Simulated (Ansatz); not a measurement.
Ansatz (a program for electronic structure) input:

Ansatz 0.2 input:
```yaml
crystal:
  lattice:
    - [-2.0402800588, 2.0402800588, 2.0402800588]
    - [2.0402800588, -2.0402800588, 2.0402800588]
    - [2.0402800588, 2.0402800588, -2.0402800588]
  atoms:
    - { symbol: Na, position: [0.0, 0.0, 0.0] }
kpoints:
  mp_grid: { grid: [30, 30, 30] }
hamiltonian:
  xc: pbe
  dispersion: d3bj
  pseudopotentials: { kind: paw }
scf:
  occupations: { method: fermi_dirac, width: 0.1 }
elastic: { mode: relaxed_ion, stencil: two_point, amplitude: 0.005, f_tol: 0.0005 }
```

Output (shortened):

```
Pseudopotentials: kind: paw
Pseudopotential: Na, paw, valence charge 9
Functional definition: PBE
Crystal: 1 atoms, lattice volume = 33.973 Å³
Basis set: ecut = 420 eV, 675 PW (Γ), exchange–correlation on 48×48×48 points (8 copies of the dense FFT grid, shifted against one another)
Bands: 9, of which v1, the nominal top of the filled ones, is band 5 counted from 1 (4 counted from 0)
Symmetry: 48 space group operations
Space group: Im-3m (ITA 229), of the structure as read, at distance tolerance 3.2e-5 Å
k-points: 752 of 27000
Initial wavefunctions: pseudopotential atomic-orbital guess
Eigensolver: davidson
Functional: x = pbe(κ = 0.804, μ = 0.2195149727645171), c = pbe(β = 0.06672455060314922)
all-band conjugate gradients solve this SCF's bands
SCF 1 converged in 9 iterations: F = -1486.584701 eV  dr2 = 8.81e-15
density extrapolation: transplant  |δρ|_rms = 3.909e-3 e/Å³  SAD shift = 6.243e-3 e/Å³
Crystal: 1 atoms, lattice volume = 33.803 Å³
Symmetry: 16 space group operations
k-points: 1992 of 27000
Initial density: handed on by an earlier stage of this run
Initial wavefunctions: those handed on with the density
SCF 2 converged in 8 iterations: F = -1486.584658 eV  dr2 = 4.10e-15
density extrapolation: first-order (α = -2.000)  |δρ|_rms = 3.921e-3 e/Å³  SAD shift = 6.196e-3 e/Å³
Crystal: 1 atoms, lattice volume = 34.143 Å³
SCF 3 converged in 7 iterations: F = -1486.584689 eV  dr2 = 1.35e-14
density extrapolation: transplant  |δρ|_rms = 3.917e-3 e/Å³  SAD shift = 3.581e-3 e/Å³
Crystal: 1 atoms, lattice volume = 33.972 Å³
Symmetry: 8 space group operations
k-points: 3736 of 27000
SCF 4 converged in 7 iterations: F = -1486.584681 eV  dr2 = 8.27e-15
density extrapolation: first-order (α = -2.000)  |δρ|_rms = 3.917e-3 e/Å³  SAD shift = 3.581e-3 e/Å³
Crystal: 1 atoms, lattice volume = 33.972 Å³
SCF 5 converged in 7 iterations: F = -1486.584681 eV  dr2 = 1.11e-14
SCF converged after 9 iterations
Free energy (F): -1486.584701 eV
Harris-Foulkes:  -1486.584701 eV  (|F-HF|=6.82e-13)
Internal energy: -1486.569812 eV  (E = F + TS)
E sigma→0 (E₀):  -1486.577256 eV
Entropy (-TS):   -0.014889 eV (-14.889 meV/atom)
Fermi energy:    2.137446 eV
--- Per-component energies (eV) ---
  E_band       = -237.199715
  E_kinetic    = 120.378966
  E_local      = -1416.986171  (includes V_loc(G=0)·N_el)
  E_nonlocal   = 115.173206
  E_hartree    = 516.789898
  E_xc         = -38.488040
  E_vxc        = -49.456809  (∫ρ·V_xc dr)
  E_paw        = -263.157783  (= ΣΔE_a)
  E_vpaw       = -39.888670  (= ΣTr[D̂ρ^β])
  E_aug_tail   = -0.000033  (compensation charges beyond the density's cutoff)
  E_ewald      = -520.112101
  E_disp       = -0.167756  (pairwise vdW)
  E_smearing   = -0.014889  (= −TS)
  E_closure    =  0.000000  (closes the sum)
  Σ components = -1486.584701   (vs F -1486.584701, Δ=0.00e0)
--- Forces (eV/Å), atoms counted from 1 ---
  atom   1  Na     0.00000000     0.00000000     0.00000000
  max |Σ_I F_I| component: 0.0 eV/Å
--- Stress (GPa, compression-positive) ---
        0.014586       0.000000       0.000000
        0.000000       0.014586       0.000000
        0.000000       0.000000       0.014586
  P = ⅓ Tr σ = 0.0146 GPa (0.146 kbar)
  The stress holds the Pulay correction. Without it, at fixed plane waves, as pw.x and ABINIT print it: P = 0.0128 GPa
  The stress includes an estimate of the error left by incomplete SCF convergence (largest component  0.0000 GPa; it does not cover the PAW one-centre terms).
--- Band table (eV; the first three rows and the last of 752) ---
  k-point 0: bands = ["-50.8085", "-22.7080", "-22.7080", "-22.7080", "-1.3310", "14.4397", "14.4397", "14.4397", "15.4918"]
  k-point 1: bands = ["-50.8085", "-22.7085", "-22.7081", "-22.7080", "-1.3102", "14.1239", "14.2640", "14.3591", "15.1490"]
  k-point 2: bands = ["-50.8084", "-22.7101", "-22.7087", "-22.7080", "-1.2478", "13.3354", "13.8867", "14.1544", "14.8160"]
  k-point 751: bands = ["-50.8031", "-22.7427", "-22.7427", "-22.7427", "6.7932", "6.7932", "7.3342", "7.3342", "7.3342"]
  band table: 9 of 9 bands, residual norms ≤ 1.0e-3 eV
--- Elastic constants: 2 strain directions × 2 members + reference (group order 48) ---
  dense FFT box of the reference and of every strained cell: 24×24×24
  strains applied: 11, 23; error gains: componentwise 1.00 (the most a stress slope's error grows in a printed constant), spectral 1.73 (1 for all six strains …
  pairwise dispersion correction: d3bj (s6 = 1.0, s8 = 0.7875, a1 = 0.4289, a2_bohr = 4.4407), with the weights of each atom's references fixed at the …
  C = ∂σ_k/∂η_j (tension-positive GPa; Voigt order 11 22 33 23 13 12):
        10.113      8.296      8.296      0.000      0.000      0.000
         8.296     10.113      8.296      0.000      0.000      0.000
         8.296      8.296     10.113      0.000      0.000      0.000
         0.000      0.000      0.000      7.036      0.000      0.000
         0.000      0.000      0.000      0.000      7.036      0.000
         0.000      0.000      0.000      0.000      0.000      7.036
  reference stress σ⁰ (GPa):     -0.015     -0.015     -0.015      0.000      0.000      0.000
  moduli (Voigt/Reuss/Hill, GPa): K = 8.90/8.90/8.90   G = 4.59/1.90/3.24   E = 8.68   ν = 0.338
  mechanically stable: yes (min eigenvalue of sym C = 1.82 GPa)
  strain η (Voigt 11):  stress-route row diagonal C_11 = 10.11 GPa, energy-path curvature d²(F+E_count+ΔE)/dδ²/Ω₀ = 10.25 GPa
         δ    σ_11 (GPa)             F (eV)   n_scf  n_hpsi   n_pw
    -5.000e-3      -0.0660       -1486.5846578       8  366607    682   relax 0 steps, max|allowed force component| 0.00e0 eV/Å
     5.000e-3       0.0351       -1486.5846891       7  348519    682   relax 0 steps, max|allowed force component| 0.00e0 eV/Å
  strain η (Voigt 23):  stress-route row diagonal C_44 = 7.04 GPa, energy-path curvature d²(F+E_count+ΔE)/dδ²/Ω₀ = 7.21 GPa
         δ    σ_23 (GPa)             F (eV)   n_scf  n_hpsi   n_pw
    -5.000e-3      -0.0352       -1486.5846815       7  678437    682   relax 0 steps, max|allowed force component| 0.00e0 eV/Å
     5.000e-3       0.0352       -1486.5846815       7  672040    682   relax 0 steps, max|allowed force component| 0.00e0 eV/Å
```

Cost: about 4 core-minutes (a rough figure) on shared cores.

Symmetry was held in the PBE+D3(BJ) relaxation. The pairwise dispersion correction was not fitted to metals. As this level gives no gap, shear constants depend on the k-mesh and smearing (Fermi–Dirac, 0.1 eV here).

Potentials: the later of the program's two PAW sets.

Ansatz is a plane-wave DFT program.
